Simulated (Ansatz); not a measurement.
Calculated with Ansatz: YTaP, settings compared

The input file (Ansatz 0.2.0, plane waves):

```yaml
crystal:
  lattice:
    - [3.586798, 0.0, 0.0]
    - [0.0, 3.586798, 0.0]
    - [0.0, 0.0, 9.080501]
  atoms:
    - { symbol: "Y", position: [0.0, 0.5, 0.9] }
    - { symbol: "Y", position: [0.5, 0.0, 0.1] }
    - { symbol: Ta, position: [0.0, 0.5, 0.335] }
    - { symbol: Ta, position: [0.5, 0.0, 0.665] }
    - { symbol: P, position: [0.0, 0.5, 0.617] }
    - { symbol: P, position: [0.5, 0.0, 0.383] }
  symmetry: { tolerance: 0.0003 }
kpoints:
  mp_grid: { grid: [5, 5, 2], shift: [0, 0, 0] }
magnetization:
  spin_polarized: false
scf:
  occupations: { method: gaussian, width: 0.0157 }
hamiltonian:
  pseudopotentials: { kind: paw }
  xc: r2scan
basis:
  ecutwfc: 500
output:
  forces: true
  stress: true
  eigenvalues: true
```

Run with:

```bash
ansatz run input.yaml --threads 1 --pin off --max-ram 2560MiB --backend cpu --events-out ev --progress --plain --runs-dir out
```

Origin of the cell: a known structure type with other elements, at an estimated volume, so it need not be a known compound.

Output of this run (shortened):

```
Pseudopotentials: kind: paw
Pseudopotential: Y, paw, valence charge 11, recommended cutoff 500 eV (meta_gga), Y.paw.azcp
Pseudopotential: Ta, paw, valence charge 13, recommended cutoff 500 eV (meta_gga), Ta.paw.azcp
Pseudopotential: P, paw, valence charge 5, recommended cutoff 500 eV (meta_gga), P.paw.azcp
Functional definition: r2SCAN
  exchange = r2scan_x(k0 = k0, k1 = k1, a1 = a1)
  correlation = r2scan_c
Crystal: 6 atoms, lattice volume = 116.822 Å³
Basis set: ecut = 500 eV, 3001 PW (Γ), exchange–correlation on 108×108×288 points (64 copies of the dense FFT grid, shifted against one another)
Bands: 35, of which v1, the nominal top of the filled ones, is band 29 counted from 1 (28 counted from 0)
Symmetry: 16 space group operations
[… 11 lines left out …]
Initial density: superposition of atomic densities (neutral atoms: chi_scale 0, normalization atom), corrected by the library's trained network
Functional: x = r2scan, c = r2scan; τ floored in thin density (d = 2e-4 eV/Å³)
SCF iter   1: F=—  HF=-29127.631770 eV  Δρ=9.63e-3  dr2=7.91e-1  dr2_τ=6.52e-2
SCF iter   2: F=—  HF=-29127.788666 eV  Δρ=6.43e-3  dr2=1.73e-1  dr2_τ=3.24e-3  defer=14
SCF iter   3: F=—  HF=-29127.789184 eV  Δρ=2.83e-3  dr2=5.58e-2  dr2_τ=4.52e-3  defer=15
SCF iter   4: F=—  HF=-29127.786922 eV  Δρ=1.14e-3  dr2=3.12e-3  dr2_τ=1.22e-4  defer=3
SCF iter   5: F=—  HF=-29127.787007 eV  Δρ=3.14e-4  dr2=4.20e-4  dr2_τ=2.17e-5  defer=3
SCF iter   6: F=—  HF=-29127.787057 eV  Δρ=9.80e-5  dr2=2.46e-5  dr2_τ=3.07e-7  defer=3
SCF iter   7: F=—  HF=-29127.787068 eV  Δρ=3.24e-5  dr2=5.56e-6  dr2_τ=6.02e-8  defer=3
SCF iter   8: F=-29127.787068 eV  HF=-29127.787068 eV  Δρ=5.04e-6  dr2=5.47e-8  dr2_τ=2.39e-9
SCF 1 converged in 8 iterations: F = -29127.787068 eV  dr2 = 5.47e-8
SCF converged after 8 iterations
Free energy (F): -29127.787068 eV
Harris-Foulkes:  -29127.787068 eV  (|F-HF|=2.31e-8)
Internal energy: -29127.785939 eV  (E = F + TS)
E sigma→0 (E₀):  -29127.786504 eV
Entropy (-TS):   -0.001129 eV (-0.188 meV/atom)
Fermi energy:    14.053034 eV
--- Per-component energies (eV) ---
  E_band       = -458.800058
  E_kinetic    = 1498.179858
  E_local      = -2550.330113  (includes V_loc(G=0)·N_el)
  E_nonlocal   = 195.971648
  E_hartree    = 863.479334
  E_xc         = -867.237528
  E_vxc        = -1026.377545  (∫ρ·V_xc dr)
  E_paw        = -23681.028507  (= ΣΔE_a)
  E_vpaw       = -355.875695  (= ΣTr[D̂ρ^β])
  E_aug_tail   = 0.000170  (compensation charges beyond the density's cutoff)
  E_vtau       = 52.677242  (kinetic-family band-sum trace: ∫τ·v_τ [+ j·A + Jᵃ·Aᵃ] dr)
  E_ewald      = -4584.818650
  E_core_change = -2.002152  (= ΣΔE_core)
  E_smearing   = -0.001129  (= −TS)
  Σ components = -29127.787068   (vs F -29127.787068, Δ=0.00e0)
--- Forces (eV/Å), atoms counted from 1 ---
  atom   1  Y      0.000000     0.000000     0.531921
  atom   2  Y      0.000000     0.000000    -0.531921
  atom   3  Ta     0.000000     0.000000     0.428773
  atom   4  Ta     0.000000     0.000000    -0.428773
  atom   5  P      0.000000     0.000000    -1.290777
  atom   6  P      0.000000     0.000000     1.290777
  max |Σ_I F_I| component: 2.22e-16 eV/Å
--- Stress (GPa, compression-positive) ---
        1.816367       0.000000       0.000000
        0.000000       1.816367       0.000000
        0.000000       0.000000      13.162655
  P = ⅓ Tr σ = 5.5985 GPa (55.985 kbar)
```

The same input was run again with these changes:

1. `hamiltonian.xc` r2scan → lda
2. `hamiltonian.hubbard` default → { sites: [{ species: "Y", l: d, u_eff: 5.0 }], double_counting: fll }
3. `hamiltonian.hubbard` default → { sites: [{ species: "Y", l: d, u_eff: 1.0 }], double_counting: fll }; `scf.initial_density.chi_scale` default → 0.0
4. `basis.xc_grid` default → 3; `basis.ecutrho_ratio` default → 4

```json
{"run": "base", "end": "converged", "SCF iterations": "8", "P (GPa)": "5.60", "max force component (eV/Å)": "1.291", "moment (μB)": "–", "ΔE(σ→0) (meV/atom)": "0"}
{"run": "1", "end": "converged", "SCF iterations": "8", "P (GPa)": "-1.88", "max force component (eV/Å)": "1.283", "moment (μB)": "–", "ΔE(σ→0) (meV/atom)": "–"}
{"run": "2", "end": "converged", "SCF iterations": "10", "P (GPa)": "10.75", "max force component (eV/Å)": "1.505", "moment (μB)": "–", "ΔE(σ→0) (meV/atom)": "–"}
{"run": "3", "end": "converged", "SCF iterations": "10", "P (GPa)": "6.49", "max force component (eV/Å)": "1.333", "moment (μB)": "–", "ΔE(σ→0) (meV/atom)": "–"}
{"run": "4", "end": "converged", "SCF iterations": "8", "P (GPa)": "5.60", "max force component (eV/Å)": "1.291", "moment (μB)": "–", "ΔE(σ→0) (meV/atom)": "0.00"}
```

Energies are compared only where functional, datasets, charge and starting cell are the same.

Caveats of the base run: no moments, though an odd count or open d shells may carry them; no spin-orbit coupling, though heavy elements are present; the k mesh is coarse if the cell is a metal.

The base run took 7.9 s on 1 thread of Arm Neoverse V2 (shared host), peak memory 0.61 GiB, from the program's own first density.
